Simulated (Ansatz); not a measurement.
# Structure relaxation, MgB₂

The start is a randomly generated symmetric cell of MgB2 (space group No. 139). Cell shape, volume and atoms are optimised at zero target pressure with PBEsol (plane waves to 420 eV, PAW, scalar-relativistic; Ansatz, an electronic-structure program). First-step values are on the input's coarse k-mesh.

Ansatz input (later rounds restart from its end on a renewed k-mesh):
Ansatz 0.2 input:
```yaml
crystal:
  lattice:
    - [-2.5284207, 2.5284207, 4.2087724]
    - [2.5284207, -2.5284207, 4.2087724]
    - [2.5284207, 2.5284207, -4.2087724]
  atoms:
    - { symbol: B, position: [0.5, 0.5, 0.5] }
    - { symbol: B, position: [0, 0, 0.5] }
    - { symbol: B, position: [0.5, 0, 0] }
    - { symbol: B, position: [0, 0.5, 0] }
    - { symbol: B, position: [0.08511502, 0.08511502, 0] }
    - { symbol: B, position: [0.91488498, 0.91488498, 0] }
    - { symbol: Mg, position: [0.5, 0, 0.5] }
    - { symbol: Mg, position: [0, 0.5, 0.5] }
    - { symbol: Mg, position: [0.5, 0.5, 0] }
basis: { ecutwfc: 420, ecutrho_ratio: 4, xc_grid: 2, fft_grid_basis: typed }
kpoints: { mp_grid: { grid: [7, 7, 7] } }
hamiltonian:
  xc: pbesol
  dispersion: none
  pseudopotentials: { kind: paw }
scf: { occupations: { method: fermi_dirac, width: 0.05 } }
relax: { f_tol: 0.01, max_steps: 100, cell: { stress_tol: 0.02 } }
output: { forces: true, stress: true }
```

**Question.** What pressure does the first self-consistent step give?

**Answer.** -16 GPa (negative: the cell is under tension).

**Question.** Which atoms feel the largest initial force, and how large is it?

**Answer.** About 8.7 eV/Å, on B5, B6 (atoms numbered as listed).

**Question.** By how much does the energy per atom fall from start to end?

**Answer.** 0.49 eV/atom.

**Question.** How does the volume change?

**Answer.** -23.7 %, from 11.96 to 9.13 Å³/atom.

**Question.** How do the shortest distances between atoms change?

**Answer.** The closest pairs of elements (up to four, under 3.6 Å), start → end: B–B 1.43 → 1.82 Å; Mg–Mg 2.53 → 2.36 Å; B–Mg 2.63 → 2.48 Å.

**Question.** What band gap does the relaxed structure have at this level?

**Answer.** No gap (metallic).

**Question.** What does it relax into? Give the structure.

**Answer.** 
Space group I4/mmm (No. 139); a = 4.7259 Å, b = 4.7259 Å, c = 7.3559 Å, α = 90.00°, β = 90.00°, γ = 90.00°

```tsv
atom	site	symmetry	x	y	z
B	8f	..2/m	0.2500	0.2500	0.2500
B	4e	4mm	0.0000	0.0000	0.1235
Mg	4c	mmm.	0.0000	0.5000	0.0000
Mg	2b	4/mmm	0.0000	0.0000	0.5000
```
(The calculation used a cell of 9 atoms; values per cell refer to that cell.)

The space group stays I4/mmm (No. 139) (the run could not lower it), with 9 atoms in the primitive cell. Final values are on a 14×14×14 k-mesh of the relaxed cell. No spin polarisation in the result.

The run could not lose the symmetry of its start: the end is stationary, and may be a saddle point rather than a minimum.

The relaxed structure here is a generated cell of MgB2: the first start was made by a random draw of sites in a space group, and the end was not matched to a known phase here, so it may be hypothetical. Known forms of MgB2 include space group No. 191.
